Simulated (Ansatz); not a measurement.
Consider the following.

Starting cell, ZrC (rock salt):

```xyz
2
Lattice="0.0000 2.3544 2.3544 2.3544 0.0000 2.3544 2.3544 2.3544 0.0000" Properties=species:S:1:pos:R:3 pbc="T T T"
C      0.0000     0.0000     0.0000
Zr     2.3544     2.3544     2.3544
```

The atoms are displaced by Q × the pattern below (from a DFPT mode at Γ, largest move 1; Q in Å), at fixed cell. It is one choice among 3 degenerate patterns.

| atom | x | y | z |
|---|---|---|---|
| C1 | 0.000 | 0.000 | 1.000 |
| Zr2 | 0.000 | 0.000 | -0.132 |

Computed with PBE (plane waves to 420 eV, PAW, scalar-relativistic; Ansatz, a quantum-chemistry and plane-wave program). k mesh 17×17×17 (Γ-centred), Fermi-Dirac smearing 0.05 eV. Energies are smeared free energies. With partly filled bands, energies and forces of such displacements shift with the k mesh and the smearing. ZrC is run without spin polarisation. ZrC was relaxed with its symmetry unable to fall. The zero of ΔE is the undisplaced structure.

The scan covers Q from -0.100 to 0.100 Å in 13 points.

Problem. Which space group does the distorted structure have?

Solution. I4mm (No. 107), lowered from Fm-3m.

Problem. Is the energy the same for equal positive and negative displacements?

Solution. Even: the same for both signs.

Problem. What is the energy change at Q = 0.100 Å?

Solution. 42.7 meV/cell.

Problem. What harmonic wavenumber does the curvature at Q = 0 give?

Solution. 417 cm⁻¹.

(For displaced atoms, the force is minus the slope of the energy, and its curvature is a force constant, which sets phonon frequencies.)
